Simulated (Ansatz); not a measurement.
Zn4Se3S (Pmm2)

Level of theory: Ansatz, DFT PBE, scalar-relativistic, plane waves, PAW.

Cutoff 420 eV; k points 8×4×6 on the computed 8-atom cell (Γ-centred); Gaussian smearing, width 0.02 eV; no spin polarisation.

The structure is relaxed at this level of theory with its symmetry kept, and needn't be the ground state of this composition.

```xyz
8
Lattice="4.0015 0.0000 0.0000 0.0000 8.0089 0.0000 0.0000 0.0000 5.6569" Properties=species:S:1:pos:R:3 pbc="T T T"
Zn    0.0000    5.9323    5.6200
Zn    2.0008    4.0044    2.9286
Zn    0.0000    2.0766    5.6200
Zn    2.0008    0.0000    2.7988
Se    2.0008    5.9652    1.4149
Se    2.0008    2.0436    1.4149
Se    0.0000    0.0000    4.2477
S     0.0000    4.0044    4.2397
```

(1) Formation energy from the elements' standard states (uncorrected)?

(2) Kohn–Sham band gap?

(3) Orbital (Löwdin) character of the top 1 eV of the valence band?

(4) Orbital (Löwdin) character of the lowest 1 eV of the conduction band?

(5) Electron masses at the edge by direction of the standard setting (m_e; one valley, along these axes only; no spin-orbit coupling)?

(6) Hole masses at the edge by direction of the standard setting (m_e; one valley, along these axes only; no spin-orbit coupling)?

(7) Bader charge by site (e)?

Results:

(1) -0.735 eV/atom.

(2) 1.28 eV, direct at Γ.

(3) Se 4p 78 %, S 3p 12 %.

(4) Zn 4s 57 %, Se 4s 15 %, Se 4p 14 %.

(5) x: 0.11; y: 0.11; z: 0.11.

(6) x: 0.098; y: 5.3; z: 0.69.

(7) Zn (2 in the cell) 0.78, Zn (1 in the cell) 0.82, Zn (1 in the cell) 0.74, Se (2 in the cell) -0.75, Se (1 in the cell) -0.75, S (1 in the cell) -0.88.

The cell was found from a structure generator's guess, not taken from experiment. Kohn–Sham gaps at this level usually fall short of measured ones. Löwdin shares on free-atom orbitals overweight diffuse shells in the empty bands.
